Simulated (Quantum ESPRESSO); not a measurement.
pw.x input (Quantum ESPRESSO 7.5; LDA, PseudoDojo standard norm-conserving files, scalar-relativistic):

```
&CONTROL
  calculation = 'scf'
  pseudo_dir = './pseudo'
  outdir = './out'
  tprnfor = .true.
  tstress = .true.
/
&SYSTEM
  ibrav = 0
  nat = 12
  ntyp = 3
  ecutwfc = 84.0
  ecutrho = 336.0
  occupations = 'smearing'
  smearing = 'fd'
  degauss = 0.002
  nbnd = 28
/
&ELECTRONS
  conv_thr = 1.2e-09
/
ATOMIC_SPECIES
H 1.0080 H.upf
Mg 24.3050 Mg.upf
Sr 87.6200 Sr.upf
CELL_PARAMETERS angstrom
  1.978965000000  -6.737810000000   0.000000000000
  1.978965000000   6.737810000000   0.000000000000
  0.000000000000   0.000000000000   5.576230000000
ATOMIC_POSITIONS crystal
H   0.333970000000   0.666030000000   0.014660000000
H   0.666030000000   0.333970000000   0.514660000000
H   0.299500000000   0.700500000000   0.491670000000
H   0.700500000000   0.299500000000   0.991670000000
H   0.074020000000   0.925980000000   0.822400000000
H   0.925980000000   0.074020000000   0.322400000000
H   0.538600000000   0.461400000000   0.133490000000
H   0.461400000000   0.538600000000   0.633490000000
Mg   0.415020000000   0.584980000000   0.291420000000
Mg   0.584980000000   0.415020000000   0.791420000000
Sr   0.151060000000   0.848940000000   0.245360000000
Sr   0.848940000000   0.151060000000   0.745360000000
K_POINTS automatic
8 8 6 0 0 0
```

End of the output:

```

[...]
     the Fermi energy is     5.6996 ev
!    total energy              =    -383.76302788 Ry
     estimated scf accuracy    <          1.1E-10 Ry
     smearing contrib. (-TS)   =      -0.00000000 Ry
     internal energy E=F+TS    =    -383.76302788 Ry
     The total energy is F=E-TS. E is the sum of the following terms:
     one-electron contribution =    -235.94761601 Ry
     hartree contribution      =     118.94054700 Ry
     xc contribution           =     -69.68216906 Ry
     ewald contribution        =    -197.07378980 Ry
     convergence has been achieved in   9 iterations
     Forces acting on atoms (cartesian axes, Ry/au):
     atom    1 type  1   force =     0.00000000    0.00204262   -0.00342062
     atom    2 type  1   force =     0.00000000   -0.00204262   -0.00342062
     atom    3 type  1   force =     0.00000000    0.00096053    0.00254483
     atom    4 type  1   force =     0.00000000   -0.00096053    0.00254483
     atom    5 type  1   force =    -0.00000000   -0.00040639    0.00213661
     atom    6 type  1   force =     0.00000000    0.00040639    0.00213661
     atom    7 type  1   force =     0.00000000   -0.00486332    0.00074789
     atom    8 type  1   force =    -0.00000000    0.00486332    0.00074789
     atom    9 type  2   force =     0.00000000   -0.00151840   -0.00033800
     atom   10 type  2   force =    -0.00000000    0.00151840   -0.00033800
     atom   11 type  3   force =     0.00000000    0.00075751   -0.00167072
     atom   12 type  3   force =     0.00000000   -0.00075751   -0.00167072
     Total force =     0.010770     Total SCF correction =     0.000043
     Computing stress (Cartesian axis) and pressure
          total   stress  (Ry/bohr**3)                   (kbar)     P=      -25.79
  -0.00019209  -0.00000000   0.00000000          -28.26       -0.00        0.00
   0.00000000  -0.00016970   0.00000000            0.00      -24.96        0.00
   0.00000000   0.00000000  -0.00016407            0.00        0.00      -24.13
```
In a gapped system the printed Fermi energy is only some level inside the gap.

Geometry of the Materials Project entry, not relaxed at this level.
